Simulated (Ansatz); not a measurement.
**Ti started on a K site and K started on a Mg site, 3.46 Å apart at the start in cubic perovskite KMgF3, 40 atoms, charge 0**

Level of theory: DFT, PBEsol, PAW, plane waves in Ansatz.

Input file:

```yaml
crystal:
  lattice:
    - [7.982544, 0.000000, 0.000000]
    - [0.000000, 7.982544, 0.000000]
    - [0.000000, 0.000000, 7.982544]
  atoms:
    - { symbol: K, position: [0.999641, 0.001577, 0.999009] }
    - { symbol: K, position: [0.001979, 0.999134, 0.504614] }
    - { symbol: K, position: [0.997821, 0.502207, 0.001665] }
    - { symbol: K, position: [0.000836, 0.499926, 0.500768] }
    - { symbol: K, position: [0.496260, 0.003559, 0.002398] }
    - { symbol: K, position: [0.502332, 0.999054, 0.501472] }
    - { symbol: K, position: [0.498261, 0.505525, 0.998947] }
    - { symbol: K, position: [0.250008, 0.246096, 0.248075] }
    - { symbol: Ti, position: [0.506277, 0.499060, 0.499132], spin: 2 }
    - { symbol: Mg, position: [0.253657, 0.249343, 0.750753] }
    - { symbol: Mg, position: [0.248694, 0.750289, 0.248220] }
    - { symbol: Mg, position: [0.248257, 0.750767, 0.751191] }
    - { symbol: Mg, position: [0.752152, 0.254778, 0.244660] }
    - { symbol: Mg, position: [0.747382, 0.251981, 0.748897] }
    - { symbol: Mg, position: [0.750586, 0.747240, 0.252645] }
    - { symbol: Mg, position: [0.751352, 0.754793, 0.748949] }
    - { symbol: F, position: [0.249589, 0.247468, 0.996558] }
    - { symbol: F, position: [0.246625, 0.247609, 0.501560] }
    - { symbol: F, position: [0.251646, 0.750305, 0.000128] }
    - { symbol: F, position: [0.249186, 0.750811, 0.498280] }
    - { symbol: F, position: [0.751708, 0.246614, 0.005536] }
    - { symbol: F, position: [0.752992, 0.250576, 0.503870] }
    - { symbol: F, position: [0.752481, 0.748753, 0.999792] }
    - { symbol: F, position: [0.751751, 0.753191, 0.502027] }
    - { symbol: F, position: [0.999698, 0.250892, 0.247788] }
    - { symbol: F, position: [0.003562, 0.256829, 0.750809] }
    - { symbol: F, position: [0.001739, 0.750514, 0.247914] }
    - { symbol: F, position: [0.000934, 0.752043, 0.748906] }
    - { symbol: F, position: [0.497669, 0.250647, 0.249626] }
    - { symbol: F, position: [0.502776, 0.248366, 0.752938] }
    - { symbol: F, position: [0.500393, 0.745585, 0.248954] }
    - { symbol: F, position: [0.499703, 0.751183, 0.753502] }
    - { symbol: F, position: [0.247802, 0.001040, 0.250407] }
    - { symbol: F, position: [0.246984, 0.002534, 0.748839] }
    - { symbol: F, position: [0.252016, 0.494169, 0.255619] }
    - { symbol: F, position: [0.250246, 0.501667, 0.749477] }
    - { symbol: F, position: [0.750532, 0.002010, 0.250963] }
    - { symbol: F, position: [0.749103, 0.001749, 0.749312] }
    - { symbol: F, position: [0.750470, 0.496212, 0.248197] }
    - { symbol: F, position: [0.753359, 0.499487, 0.753774] }
  symmetry: { detect: false }
kpoints:
  mp_grid: { grid: [1, 1, 1], shift: [0.25, 0.25, 0.25] }
hamiltonian:
  xc: pbesol
magnetization:
  spin_polarized: true
scf:
  occupations: { method: fermi_dirac, width: 0.01 }
relax:
  f_tol: 0.03
  max_steps: 80
  escape_saddle: false
  adjacent_minimum: "off"
output:
  forces: true
  eigenvalues: true
  populations: true
  write_density: true
  write_potential: true
  elf: true
  volumetric_format: npy
```

Launch command:

```sh
ansatz run in.yaml --threads 12 --pin off --max-ram 22800MiB --runs-dir r --events-out ev --progress --plain
```

Output (machine lines and repeated set-up lines are left out; […] marks rows cut from tables):

```
Pseudopotentials: kind: paw
Functional definition: PBEsol
  exchange = pbesol_x
  correlation = pbesol_c
Crystal: 40 atoms, lattice volume = 508.656 Å³
Basis set: ecut = 420 eV, 9843 PW (Γ), exchange–correlation on 108×108×108 points (8 copies of the dense FFT grid, shifted against one another)
Bands: 202, of which v1, the nominal top of the filled ones, is band 161 counted from 1 (160 counted from 0)
Symmetry: 1 space group operations
k-points: 1
Non-local potential: K, projectors of the file, l = 0: 3, l = 1: 2, l = 2: 2
Non-local potential: Ti, projectors of the file, l = 0: 3, l = 1: 2, l = 2: 3, l = 3: 1
[…]
Initial density: superposition of atomic densities (chi_scale 0.1, normalization cell, long waves kept (reshape's long-wave potential 0.03 eV rms))
Starting moments: Σ|m| = 2 μB on 1 of 40 sites
Initial wavefunctions: pseudopotential atomic-orbital guess
Functional: x = pbesol(κ = 0.804, μ = 0.12345679012345678), c = pbesol(β = 0.046)
SCF iter   1: F=—  HF=-47282.745986 eV  |F-HF|=—  |Δ(HF+E_count)|=         —  Δρ=8.38e-2 (↑8.38e-2 ↓7.81e-2)  dr2=1.14e2  dr2_m=4.40e-1  M=2.000 μB ∫|m|=2.423 μB  β_m=0.30  ethr=3.10e-3  ⟨swp⟩=6.0  Hψ=1556  notcnv=0  defer=38
Mixer restart at iter 1: flushing history
[…]
spin=Collinear: Resta preconditioning applied to the charge; magnetization (m = ρ↑ − ρ↓) channel mixes plain (no charge-response kernel on spin).
SCF iter   2: F=—  HF=-47257.540590 eV  |F-HF|=—  |Δ(HF+E_count)|=    2.52e1  Δρ=3.38e-2 (↑3.38e-2 ↓3.15e-2)  dr2=2.43e1  dr2_m=1.60e-1  M=2.000 μB ∫|m|=2.111 μB  β_m=0.39  ethr=3.10e-3  ⟨swp⟩=3.0  Hψ=798  notcnv=0  defer=70
[…]
Mixer restart at iter 6: flushing history
[…]
SCF 1 converged in 10 iterations: F = -47248.531954 eV  dr2 = 1.17e-5
[…]
relax step   1: F+E_penalty+E_count = -47248.53195449 eV  Δ(F+E_penalty+E_count) = +0.000e0 eV  max|allowed force component| = 6.575e0 eV/Å  Δτ_max = 0.0000 Å  (10 SCF iters, dr2 threshold 2.25e-5 eV, accepted)
Initial density: handed on by an earlier stage of this run
Starting moments: Σ|m| = 2 μB on 1 of 40 sites; this step starts from the density that it was given
Initial wavefunctions: those handed on with the density
[…]
spin=Collinear: Resta preconditioning applied to the charge; magnetization (m = ρ↑ − ρ↓) channel mixes plain (no charge-response kernel on spin).
[…]
relax step   2: F+E_penalty+E_count = -47252.63900809 eV  Δ(F+E_penalty+E_count) = -4.107e0 eV  max|allowed force component| = 2.566e0 eV/Å  Δτ_max = 0.1927 Å  (7 SCF iters, dr2 threshold 1.00e-4 eV, accepted)
[…]
spin=Collinear: Resta preconditioning applied to the charge; magnetization (m = ρ↑ − ρ↓) channel mixes plain (no charge-response kernel on spin).
relax step   3: F+E_penalty+E_count = -47253.83262020 eV  Δ(F+E_penalty+E_count) = -1.194e0 eV  max|allowed force component| = 5.908e-1 eV/Å  Δτ_max = 0.1986 Å  (6 SCF iters, dr2 threshold 1.00e-4 eV, accepted)
[…]
spin=Collinear: Resta preconditioning applied to the charge; magnetization (m = ρ↑ − ρ↓) channel mixes plain (no charge-response kernel on spin).
Mixer restart at iter 4: flushing history
relax step   4: F+E_penalty+E_count = -47254.11054877 eV  Δ(F+E_penalty+E_count) = -2.779e-1 eV  max|allowed force component| = 7.136e-1 eV/Å  Δτ_max = 0.1262 Å  (9 SCF iters, dr2 threshold 2.18e-5 eV, accepted)
[…]
spin=Collinear: Resta preconditioning applied to the charge; magnetization (m = ρ↑ − ρ↓) channel mixes plain (no charge-response kernel on spin).
Mixer restart at iter 15: flushing history
iteration 15: the SCF's residuals had fallen too slowly under its mixing. It goes on by minimising its free energy, and can end on another state than longer mixing would; under `scf.algorithm: density_mixing` no SCF does so, but by `scf.convergence.dm_fallback`
relax step   5: F+E_penalty+E_count = -47254.44369069 eV  Δ(F+E_penalty+E_count) = -3.331e-1 eV  max|allowed force component| = 3.643e-1 eV/Å  Δτ_max = 0.2000 Å  (20 SCF iters, dr2 threshold 3.18e-5 eV, accepted)
[…]
spin=Collinear: Resta preconditioning applied to the charge; magnetization (m = ρ↑ − ρ↓) channel mixes plain (no charge-response kernel on spin).
Mixer restart at iter 8: flushing history
relax step   6: F+E_penalty+E_count = -47254.59434212 eV  Δ(F+E_penalty+E_count) = -1.507e-1 eV  max|allowed force component| = 7.699e-1 eV/Å  Δτ_max = 0.2000 Å  (14 SCF iters, dr2 threshold 3.46e-5 eV, accepted)
[…]
spin=Collinear: Resta preconditioning applied to the charge; magnetization (m = ρ↑ − ρ↓) channel mixes plain (no charge-response kernel on spin).
relax step   7: F+E_penalty+E_count = -47254.83581977 eV  Δ(F+E_penalty+E_count) = -2.415e-1 eV  max|allowed force component| = 9.068e-1 eV/Å  Δτ_max = 0.1945 Å  (9 SCF iters, dr2 threshold 1.00e-4 eV, accepted)
[…]
spin=Collinear: Resta preconditioning applied to the charge; magnetization (m = ρ↑ − ρ↓) channel mixes plain (no charge-response kernel on spin).
Mixer restart at iter 2: flushing history
Mixer restart at iter 4: flushing history
relax step   8: F+E_penalty+E_count = -47255.19168327 eV  Δ(F+E_penalty+E_count) = -3.559e-1 eV  max|allowed force component| = 5.599e-1 eV/Å  Δτ_max = 0.2000 Å  (15 SCF iters, dr2 threshold 1.00e-4 eV, accepted)
[…]
spin=Collinear: Resta preconditioning applied to the charge; magnetization (m = ρ↑ − ρ↓) channel mixes plain (no charge-response kernel on spin).
relax step   9: F+E_penalty+E_count = -47255.31854437 eV  Δ(F+E_penalty+E_count) = -1.269e-1 eV  max|allowed force component| = 7.304e-1 eV/Å  Δτ_max = 0.1911 Å  (7 SCF iters, dr2 threshold 1.00e-4 eV, accepted)
[…]
spin=Collinear: Resta preconditioning applied to the charge; magnetization (m = ρ↑ − ρ↓) channel mixes plain (no charge-response kernel on spin).
relax step  10: F+E_penalty+E_count = -47255.39642220 eV  Δ(F+E_penalty+E_count) = -7.788e-2 eV  max|allowed force component| = 7.709e-2 eV/Å  Δτ_max = 0.0742 Å  (8 SCF iters, dr2 threshold 1.00e-4 eV, accepted)
[…]
spin=Collinear: Resta preconditioning applied to the charge; magnetization (m = ρ↑ − ρ↓) channel mixes plain (no charge-response kernel on spin).
relax step  11: F+E_penalty+E_count = -47255.41516996 eV  Δ(F+E_penalty+E_count) = -1.875e-2 eV  max|allowed force component| = 1.238e-1 eV/Å  Δτ_max = 0.2000 Å  (13 SCF iters, accepted)
[…]
spin=Collinear: Resta preconditioning applied to the charge; magnetization (m = ρ↑ − ρ↓) channel mixes plain (no charge-response kernel on spin).
Mixer restart at iter 4: flushing history
relax step  12: F+E_penalty+E_count = -47255.43481882 eV  Δ(F+E_penalty+E_count) = -1.965e-2 eV  max|allowed force component| = 1.695e-1 eV/Å  Δτ_max = 0.1828 Å  (12 SCF iters, dr2 threshold 9.58e-7 eV, accepted)
[…]
spin=Collinear: Resta preconditioning applied to the charge; magnetization (m = ρ↑ − ρ↓) channel mixes plain (no charge-response kernel on spin).
relax step  13: F+E_penalty+E_count = -47255.44945850 eV  Δ(F+E_penalty+E_count) = -1.464e-2 eV  max|allowed force component| = 2.020e-1 eV/Å  Δτ_max = 0.1234 Å  (10 SCF iters, dr2 threshold 2.87e-5 eV, accepted)
[…]
spin=Collinear: Resta preconditioning applied to the charge; magnetization (m = ρ↑ − ρ↓) channel mixes plain (no charge-response kernel on spin).
relax step  14: F+E_penalty+E_count = -47255.46465838 eV  Δ(F+E_penalty+E_count) = -1.520e-2 eV  max|allowed force component| = 1.168e-1 eV/Å  Δτ_max = 0.0325 Å  (5 SCF iters, dr2 threshold 4.08e-5 eV, accepted)
[…]
spin=Collinear: Resta preconditioning applied to the charge; magnetization (m = ρ↑ − ρ↓) channel mixes plain (no charge-response kernel on spin).
relax step  15: F+E_penalty+E_count = -47255.46142857 eV  Δ(F+E_penalty+E_count) = +3.230e-3 eV  max|allowed force component| = 2.627e-1 eV/Å  Δτ_max = 0.2000 Å  (9 SCF iters, dr2 threshold 4.56e-6 eV, rejected (line search))
[…]
spin=Collinear: Resta preconditioning applied to the charge; magnetization (m = ρ↑ − ρ↓) channel mixes plain (no charge-response kernel on spin).
[…]
SCF 16 converged in 12 iterations: F = -47255.475571 eV  dr2 = 1.72e-8
relax step  16: F+E_penalty+E_count = -47255.47557060 eV  Δ(F+E_penalty+E_count) = -1.091e-2 eV  max|allowed force component| = 9.499e-2 eV/Å  Δτ_max = 0.0986 Å  (12 SCF iters, accepted)
[…]
preconditioner: auto → Resta (q_TF=auto, 2.528 Å⁻¹)  ε∞=3.2  [insulator: Δε(μ)=0.403 eV  Ē_g=17.234 eV  σ=0.010 eV  W_gap=1.00  n_scr=146 (ndim 8)  ℏωp=25.6 eV  f_vac=0.054  D(μ)=0.00/eV (n_scr^D=0)  ε∞_Penn≈3.2]
spin=Collinear: Resta preconditioning applied to the charge; magnetization (m = ρ↑ − ρ↓) channel mixes plain (no charge-response kernel on spin).
[…]
SCF 17 converged in 7 iterations: F = -47255.478176 eV  dr2 = 4.47e-7
relax step  17: F+E_penalty+E_count = -47255.47817620 eV  Δ(F+E_penalty+E_count) = -2.606e-3 eV  max|allowed force component| = 1.791e-2 eV/Å  Δτ_max = 0.0247 Å  (7 SCF iters, dr2 threshold 3.02e-6 eV, accepted)
[…]
preconditioner: auto → Resta (q_TF=auto, 2.528 Å⁻¹)  ε∞=3.2  [insulator: Δε(μ)=0.404 eV  Ē_g=17.231 eV  σ=0.010 eV  W_gap=1.00  n_scr=146 (ndim 8)  ℏωp=25.6 eV  f_vac=0.054  D(μ)=0.00/eV (n_scr^D=0)  ε∞_Penn≈3.2]
spin=Collinear: Resta preconditioning applied to the charge; magnetization (m = ρ↑ − ρ↓) channel mixes plain (no charge-response kernel on spin).
[…]
SCF iter   3: F=-47255.478176 eV  HF=-47255.478176 eV  |F-HF|=7.38e-9  |Δ(HF+E_count)|=   6.48e-9  Δρ=3.91e-6 (↑3.91e-6 ↓7.26e-7)  dr2=5.15e-8  dr2_m=1.77e-8  M=2.000 μB ∫|m|=2.065 μB  β_m=0.71  ethr=3.11e-11  ⟨swp⟩=6.0  Hψ=2225  notcnv=0
SCF iter   4: F=-47255.478176 eV  HF=-47255.478176 eV  |F-HF|=7.86e-10  |Δ(HF+E_count)|=   2.20e-8  Δρ=1.25e-6 (↑1.25e-6 ↓3.84e-7)  dr2=4.61e-9  dr2_m=1.69e-9  M=2.000 μB ∫|m|=2.065 μB  ethr=1.60e-11  ⟨swp⟩=5.0  Hψ=2352  notcnv=0
SCF 18 converged in 4 iterations: F = -47255.478176 eV  dr2 = 4.61e-9
relax step  18: F+E_penalty+E_count = -47255.47817643 eV  Δ(F+E_penalty+E_count) = -2.329e-7 eV  max|allowed force component| = 1.793e-2 eV/Å  Δτ_max = 0.0000 Å  (4 SCF iters, accepted)
SCF converged after 4 iterations
Magnetization: 2.0000 μB (162.0000 up, 160.0000 down)
Absolute magnetization: 2.0656 μB (∫|ρ↑−ρ↓|, with the PAW one-centre terms)
Spin contamination: 0.0030 ħ² per cell (⟨S²⟩ above its minimum at these occupations)
Per-site moments (μB) at R_I (Å): [(3.623047849299438e-5, 1.05621646894327), (0.00010386254216667462, 1.039242151804302), (0.00012738762934351493, 0.9968779790114817), (0.0003587424788022579, 1.0175976401841333), (0.00012594963392804825, 1.0610641753810612), (0.00019243150571520242, 1.0389753483331856), (0.0010515348253501693, 1.0487387368567387), (0.0013622122170244251, 0.9296414704649579), (1.26
Free energy (F): -47255.478176 eV
Harris-Foulkes:  -47255.478176 eV  (|F-HF|=7.86e-10)
Internal energy: -47255.478176 eV  (E = F + TS)
E sigma→0 (E₀):  -47255.478176 eV
Fermi energy:    8.861261 eV
--- Per-component energies (eV) ---
  E_band       = -3835.709757
  E_kinetic    = 7838.226160
  E_local      = -29674.676580  (includes V_loc(G=0)·N_el)
  E_nonlocal   = 2565.667599
  E_hartree    = 10884.417105
  E_xc         = -3277.021816
  E_vxc        = -4158.164270  (∫ρ·V_xc dr)
  E_paw        = -13738.211140  (= ΣΔE_a)
  E_vpaw       = -2175.643153  (= ΣTr[D̂ρ^β])
  E_aug_tail   = 0.049140  (compensation charges beyond the density's cutoff)
  E_ewald      = -21856.361768
  E_core_change = 2.433125  (= ΣΔE_core)
  E_smearing   = -0.000000  (= −TS)
  E_closure    = 0.000000  (closes the sum)
  Σ components = -47255.478176   (vs F -47255.478176, Δ=0.00e0)
--- Forces (eV/Å), atoms counted from 1 ---
  atom   1  K     -0.00207106     0.00072655    -0.00155146
  atom   2  K      0.00087246    -0.00037372     0.00093911
  atom   3  K      0.00394621    -0.00418397     0.00609568
  atom   4  K      0.00324474     0.00024691    -0.00118390
  atom   5  K      0.00307678     0.00230929     0.00190920
  atom   6  K      0.00032653     0.00229786    -0.00068383
  atom   7  K      0.00418925     0.00381320     0.00481034
  atom   8  K     -0.00919558    -0.01208827    -0.01180966
  atom   9  Ti    -0.00312221     0.00723559    -0.01098273
  atom  10  Mg    -0.00253812    -0.00162238     0.00525036
  atom  11  Mg     0.00290421    -0.00958313     0.00342810
  atom  12  Mg     0.00568335     0.00658239    -0.00564450
  atom  13  Mg    -0.01217958     0.00047028     0.00271844
  atom  14  Mg     0.00401038    -0.00417818    -0.00078579
  atom  15  Mg    -0.00386303     0.00298779    -0.00193779
  atom  16  Mg    -0.00310433     0.00541130    -0.00686950
  atom  17  F     -0.00050102    -0.00839778    -0.00206380
  atom  18  F     -0.00255158    -0.00332262    -0.00056338
  atom  19  F      0.00074186     0.00383985    -0.00068094
  atom  20  F     -0.00052298    -0.00089923    -0.00268074
  atom  21  F     -0.00579624     0.00202683    -0.00410987
  atom  22  F     -0.00112653     0.00177974     0.00255605
  atom  23  F      0.00051938    -0.00316712     0.00017514
  atom  24  F     -0.00127572    -0.00090875    -0.00076838
  atom  25  F      0.01002651     0.00036291     0.00041207
  atom  26  F     -0.00150268    -0.00190598    -0.00106901
  atom  27  F      0.00082617     0.00195536     0.00153453
  atom  28  F     -0.00154771     0.00188643     0.00421408
  atom  29  F      0.00132383    -0.00600672     0.00388470
  atom  30  F     -0.00069437    -0.00198828     0.00514018
  atom  31  F      0.00336426    -0.00361914     0.00226843
  atom  32  F     -0.00149567    -0.00338288     0.00144596
  atom  33  F     -0.00399981     0.01793281    -0.00088448
  atom  34  F     -0.00234070     0.00033705     0.00183691
  atom  35  F      0.00445504     0.00509824     0.00303980
  atom  36  F      0.00458415    -0.00601752    -0.00191348
  atom  37  F      0.00543738     0.00009681     0.00175714
  atom  38  F      0.00083750    -0.00026329    -0.00027258
  atom  39  F      0.00075848     0.00531843    -0.00025663
  atom  40  F     -0.00167255    -0.00078410     0.00332696
  max |Σ_I F_I| component: 3.08e-5 eV/Å
--- Band table (eV) ---
  k-point 0 ↑: bands = ["-67.6356", "-67.6270", "-67.6247", "-67.6177", "-67.3976", "-67.2722", "-67.1575", "-49.2884", "-34.6116", "-34.5983", "-34.5922", "-34.5920", "-34.5886", "-34.5847", "-34.5841", "-34.5809", "-34.5765", "-34.5763", "-34.5724", "-34.5600", "-34.3822", "-34.3697", "-34.3430", "-34.2512", "-34.2310", "-34.2205", "-34.1344", "-34.1285", "-34.1078", "-25.9022", "-25.8686", "-25 …
  k-point 0 ↓: bands = ["-67.6355", "-67.6270", "-67.6247", "-67.6175", "-67.3973", "-67.2719", "-67.1573", "-47.7569", "-34.6115", "-34.5982", "-34.5919", "-34.5917", "-34.5885", "-34.5846", "-34.5840", "-34.5809", "-34.5764", "-34.5763", "-34.5724", "-34.5599", "-34.3819", "-34.3694", "-34.3424", "-34.2509", "-34.2307", "-34.2200", "-34.1344", "-34.1284", "-34.1075", "-24.6239", "-24.4918", "-23 …
--- Relaxed structure (18 steps of the walk, 17 accepted, 0 SCFs on fresh bases) ---
  F+E_penalty+E_count = -47255.47817643 eV   max|allowed force component| = 1.793e-2 eV/Å
  atoms:
    - { symbol: K, position: [0.9962867992431925, -0.01871979674209388, 0.9908593155505108] }
    - { symbol: K, position: [0.0032781236086360755, 0.9983068633037153, 0.5066133434031718] }
    - { symbol: K, position: [0.9809114994169493, 0.5163640610213149, -0.0004677515372682733] }
    - { symbol: K, position: [-0.00389776116288281, 0.5172289797151686, 0.5137015213250684] }
    - { symbol: K, position: [0.5020504845467454, -0.0104626136265557, 0.007962622635414284] }
    - { symbol: K, position: [0.5081524987262658, 0.9790990338321246, 0.5050318633072653] }
    - { symbol: K, position: [0.5061110488980437, 0.5036707637557195, 0.9888615352209513] }
    - { symbol: K, position: [0.21255364910704405, 0.24953241842097187, 0.2105720933834661] }
    - { symbol: Ti, position: [0.4755299883371441, 0.4270741927049081, 0.4379033722089416] }
    - { symbol: Mg, position: [0.264885552920314, 0.25412686124445283, 0.7372794537696918] }
    - { symbol: Mg, position: [0.24852536463835095, 0.7445081885697288, 0.2517446324009088] }
    - { symbol: Mg, position: [0.26225054572244605, 0.7476984604560225, 0.7441308535311011] }
    - { symbol: Mg, position: [0.7456894565017868, 0.24463658212202183, 0.2551180775332902] }
    - { symbol: Mg, position: [0.7522846910775779, 0.2520920858102579, 0.7559296253580823] }
    - { symbol: Mg, position: [0.7458976181060575, 0.7478909320056414, 0.2606241674792753] }
    - { symbol: Mg, position: [0.7515555338566056, 0.749461855848917, 0.7520880497662104] }
    - { symbol: F, position: [0.22936501788646366, 0.3526784669879839, 0.94356525197774] }
    - { symbol: F, position: [0.31800415598435866, 0.23089750601006356, 0.5049814513635775] }
    - { symbol: F, position: [0.25318915145553067, 0.7099352528342455, -0.006010071150321186] }
    - { symbol: F, position: [0.24241301848408744, 0.7924072778159589, 0.5011482640053786] }
    - { symbol: F, position: [0.7905748617130934, 0.2512508858564734, 0.010408676453861282] }
    - { symbol: F, position: [0.6768857006520165, 0.2643441065735283, 0.5128769546289463] }
    - { symbol: F, position: [0.7491406301309339, 0.7490406424680789, 1.007325988050066] }
    - { symbol: F, position: [0.7625270054536634, 0.7607520869829594, 0.5067729608854233] }
    - { symbol: F, position: [0.9581127290512942, 0.2645387369944551, 0.3398957262192458] }
    - { symbol: F, position: [0.0035905737581175107, 0.256068419464505, 0.7146908940614662] }
    - { symbol: F, position: [-0.005697855986748235, 0.7264951195047434, 0.2494071617149777] }
    - { symbol: F, position: [0.007779765332944646, 0.7399403088976068, 0.7564505872402317] }
    - { symbol: F, position: [0.5116246964744144, 0.2606703829986781, 0.22883361331623778] }
    - { symbol: F, position: [0.5094491813317531, 0.23327396531661324, 0.7973091431842656] }
    - { symbol: F, position: [0.499626413072133, 0.7505824739658534, 0.25857684599042363] }
    - { symbol: F, position: [0.5073848923383993, 0.7702773041791586, 0.7606774029098408] }
    - { symbol: F, position: [0.23822739422751013, -0.03146312042487606, 0.2010803103915478] }
    - { symbol: F, position: [0.24636228752340225, 0.004262282588239584, 0.7746437713886888] }
    - { symbol: F, position: [0.2704953130573187, 0.5191280722716728, 0.31824276565626736] }
    - { symbol: F, position: [0.31583098350732847, 0.5077749302024669, 0.662509907812988] }
    - { symbol: F, position: [0.7505541982614472, -0.002644859180724354, 0.2547705745185908] }
    - { symbol: F, position: [0.7662605587410457, 0.0016109085863998255, 0.7531752059144528] }
    - { symbol: F, position: [0.7096672738232104, 0.5000692184450356, 0.28427616344075674] }
    - { symbol: F, position: [0.7550259601820036, 0.5011837622185643, 0.7626086746892647] }
--- Löwdin populations: 40 sites ---
  site symbol       q [e]    m [muB]
     0      K      8.1746     0.0008
     1      K      8.1774     0.0001
[…]
    38      F      7.7009    -0.0004
    39      F      7.7652     0.0022
  spilling = 0.004585 (of n_electrons = 322.000000)
```

Total energies depend on the potentials used, so only differences within one code and one set of settings carry meaning.

One k point and one spin start were run, so the state needn't be the lowest, and an added charge can sit in a band of the host.

Time: 2.1 min of wall time on 12 threads of an EPYC 7R43 processor, on a host shared with other runs; peak host memory 1.8 GiB.
